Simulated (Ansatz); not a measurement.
Q: AgW (rock salt, Fm-3m) is relaxed with r²SCAN in the plane-wave PAW code Ansatz. What lattice parameters of the conventional cell result?

A: a = 5.302 Å.

The start of the workflow was typed in or built on a structure type; neither database checked (COD, Materials Project) lists it. Whether it is the stable phase at ambient conditions was not checked. Symmetry was held in the r²SCAN relaxation. At this level the phase is mechanically unstable. No spin polarisation was allowed. Its formation energy is positive at this level, so the cell may be metastable or incomplete. Scalar-relativistic: spin–orbit coupling is off unless named, which matters more the heavier the elements.

Potentials: the earlier of the program's two PAW sets.
